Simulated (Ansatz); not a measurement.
CoPtO₂:
```cif
data_CoO2Pt
_chemical_formula_sum 'Co1 Pt1 O2'
_space_group_name_H-M_alt 'P 1'
_space_group_IT_number 1
_cell_length_a 6.15381
_cell_length_b 6.15381
_cell_length_c 6.15381
_cell_angle_alpha 26.503
_cell_angle_beta 26.503
_cell_angle_gamma 26.503
loop_
_space_group_symop_operation_xyz
  'x, y, z'
loop_
_atom_site_label
_atom_site_type_symbol
_atom_site_fract_x
_atom_site_fract_y
_atom_site_fract_z
_atom_site_occupancy
Co1 Co 0.50000 0.50000 0.50000 1
Pt1 Pt 0.00000 0.00000 0.00000 1
O1 O 0.11234 0.11234 0.11234 1
O2 O 0.88766 0.88766 0.88766 1
```

Relaxed with r²SCAN.

Q: Which orbitals make up the states near the Fermi level in DFT-r²SCAN in the program Ansatz with PAW potentials?

A: Within 0.5 eV of the Fermi level: Pt 5d 66 %, Co 3d 16 %, Pt 6s 8 %. Projections are on Löwdin-orthogonalised atomic valence shells; empty p or d shells of many metals are not among them.

Q: Tabulate the density of states.

A: States/eV per cell of 4 atoms, in 0.25 eV bins, energy from the Fermi level.

```tsv
E (eV)	total	Co 3d	Pt 5d	O 2p
-7.85	2.54	0.41	0.23	1.75
-7.60	1.59	0.24	0.12	1.10
-7.35	2.72	0.39	0.36	1.76
-7.10	2.65	0.39	0.38	1.72
-6.85	2.75	0.54	0.40	1.59
-6.60	4.45	1.01	0.51	2.67
-6.35	3.85	0.81	0.46	2.33
-6.10	2.85	0.35	0.60	1.80
-5.85	4.11	0.38	1.40	2.12
-5.60	3.39	0.27	1.08	1.82
-5.35	3.40	0.28	0.89	2.01
-5.10	3.03	0.26	0.85	1.74
-4.85	2.17	0.19	0.72	1.13
-4.60	1.88	0.13	0.70	0.94
-4.35	1.43	0.07	0.68	0.63
-4.10	0.83	0.04	0.55	0.21
-3.85	1.37	0.07	1.06	0.16
-3.60	2.03	0.17	1.60	0.14
-3.35	2.18	0.30	1.52	0.23
-3.10	2.82	0.40	1.91	0.38
-2.85	3.81	0.58	2.50	0.57
-2.60	2.91	0.93	1.66	0.21
-2.35	7.35	3.93	2.85	0.44
-2.10	7.64	4.51	2.57	0.39
-1.85	6.55	4.66	1.24	0.48
-1.60	6.43	3.95	1.44	0.89
-1.35	4.40	1.99	1.38	0.91
-1.10	2.19	0.43	1.23	0.44
-0.85	0.79	0.04	0.61	0.08
-0.60	0.57	0.01	0.49	0.01
-0.35	0.58	0.01	0.50	0.01
-0.10	0.50	0.01	0.41	0.02
0.15	0.38	0.03	0.26	0.02
0.40	1.01	0.36	0.43	0.07
0.65	2.83	1.25	0.89	0.36
0.90	1.89	0.99	0.32	0.35
1.15	2.16	1.22	0.19	0.52
1.40	4.72	2.74	0.28	1.42
1.65	4.31	2.14	0.49	1.48
1.90	2.44	1.04	0.42	0.85
2.15	0.25	0.06	0.09	0.07
2.40	0.00	0.00	0.00	0.00
2.65	0.02	0.00	0.00	0.00
2.90	0.12	0.00	0.01	0.01
3.15	0.28	0.01	0.05	0.04
3.40	0.55	0.02	0.13	0.10
3.65	1.10	0.04	0.28	0.25
3.90	1.30	0.05	0.31	0.32
4.15	1.45	0.07	0.33	0.38
4.40	1.64	0.08	0.36	0.46
4.65	0.32	0.01	0.04	0.04
```

Space group R-3m. The cell was relaxed with r²SCAN under the symmetry of its start. The run is not spin-polarised. No Hubbard U is applied. Without spin polarisation and U, an open-shell compound can come out a false metal. Scalar-relativistic: spin–orbit coupling is off unless named, which matters more the heavier the elements.

Potentials: the later of the program's two PAW sets.
